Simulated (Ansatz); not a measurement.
Computed with DFT PBE, scalar-relativistic, plane waves, PAW, and for the lanthanide a 4f-in-core norm-conserving potential, in Ansatz 0.2.0. Settings: cutoff 770 eV, Γ-centred meshes spaced at most about 0.3 Å⁻¹, and about 0.25 Å⁻¹ or finer for metals (2π included), Gaussian smearing. No spin polarisation in the final relaxations.

All energies are static (0 K, no zero-point motion). All come from trial cells, and lower structures may exist.

Task: These unrelaxed guesses for BaErB4 are each relaxed within their symmetry. Order them by the energy at which they end, lowest first.
1.

```
Ba Er B
1.0
     4.28100    0.00000    0.00000
     0.00000    4.28100    0.00000
     0.00000    0.00000    4.95633
Ba Er B
1 1 4
Direct
  0.50000 0.50000 0.50000
  0.00000 0.00000 0.00000
  0.14384 0.14384 0.50000
  0.85616 0.85616 0.50000
  0.14384 0.85616 0.50000
  0.85616 0.14384 0.50000
```

2.

```
Ba Er B
1.0
     2.54116    1.46714    3.96992
    -2.54116    1.46714    3.96992
     0.00000   -2.93428    3.96992
Ba Er B
1 1 4
Direct
  0.99801 0.99801 0.99801
  0.37960 0.37960 0.37960
  0.37753 0.37753 0.87205
  0.87205 0.37753 0.37753
  0.37753 0.87205 0.37753
  0.74529 0.74529 0.74529
```

3.

```
Ba Er B
1.0
     0.00000    3.46387    3.46387
     3.46387    0.00000    3.46387
     3.46387    3.46387    0.00000
Ba Er B
1 1 4
Direct
  0.00000 0.00000 0.00000
  0.75000 0.75000 0.75000
  0.37486 0.37486 0.87541
  0.87541 0.37486 0.37486
  0.37486 0.37486 0.37486
  0.37486 0.87541 0.37486
```

4.

```
Ba Er B
1.0
     2.66904   -2.73704    0.00000
     2.66904    2.73704    0.00000
     0.00000    0.00000    6.94883
Ba Er B
1 1 4
Direct
  0.00000 0.00000 0.00000
  0.00000 0.00000 0.50000
  0.36926 0.63074 0.25071
  0.63074 0.36926 0.25071
  0.36926 0.63074 0.74929
  0.63074 0.36926 0.74929
```

Result: 4 (ends in P6/mmm, 0 meV/atom), 2 (ends in R3m, 0.57 eV/atom), 3 (ends in F-43m, 0.79 eV/atom), 1 (ends in P4/mmm, 0.88 eV/atom).

Cells relaxed within their symmetry can be saddle points. Some types were kept out of the candidates beforehand, so the set may lack a known form.

The lanthanide is trivalent by construction, without f bands, f moments or other valences.
